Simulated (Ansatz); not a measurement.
Single point in Ansatz 0.2.0 with r2SCAN, no spin polarisation. Cutoff 500 eV, PAW datasets, 5×3×3 (shifted by 0.5, 0, 0.5 steps) k mesh, fermi-dirac filling (width 0.1 eV).

Computed maps in the lattice plane spanned by b (left to right, 6.03 Å, 18 points from zero) and c (bottom to top, 6.29 Å, 19 points from zero), 81° apart, at height 0.607 along a. The fields are smooth PAW ones with compensation charges, not the true ones near nuclei.

Valence density. Digits on a logarithmic scale: 0 up to 0.03 e/Å³, each further digit a factor of 1.6, 9 from 1.3 e/Å³ up:
```
873377532346778777
777777532357998777
677876532357998765
567776532346898654
457887542235676543
358999743223455433
358999853223343322
347999753223343332
335787643233455433
233455433235687643
322333332346999974
322222222347999995
322222222247999996
422222222236999996
433333221234699975
555554321123567765
667765432123567766
777776432234567777
874577532235677778
```

ELF. Ten even steps from '0' (0.00) to '9' (0.86):
```
940028620122236878
862268620123333567
578998520123443244
245544320123343221
122332221112232211
123454321112222211
123555321123322211
223454321123333332
222233211122222233
322222222222233222
223322222212455422
112233332223588642
111112222123589752
101111111122467642
113321110112234321
356753210012333333
678986310013577766
974898520013688778
940079620022468779
```

**Question.** The cell is Cd₂P. Which atoms lie within 0.2 Å of this plane, and where (fractions of b and c)?

**Answer.** P at (0.14, 0.96), Cd at (0.77, 0.34). The whole cell:
```yaml
crystal:
  lattice:
    - [3.81804, 0.00000, 0.00000]
    - [0.86196, 5.96681, 0.00000]
    - [1.74881, 0.76848, 5.99001]
  atoms:
    - { symbol: P, position: [0.60700, 0.13950, 0.96280] }
    - { symbol: P, position: [0.39300, 0.86050, 0.03720] }
    - { symbol: Cd, position: [0.44239, 0.22834, 0.66245] }
    - { symbol: Cd, position: [0.55761, 0.77166, 0.33755] }
    - { symbol: Cd, position: [0.18239, 0.30850, 0.19424] }
    - { symbol: Cd, position: [0.81761, 0.69150, 0.80576] }
```

Origin: a known structure type with other elements, at an estimated volume, so it need not be a known compound. Caveats: the k mesh is coarse if the cell is a metal; atoms or cell far from equilibrium.
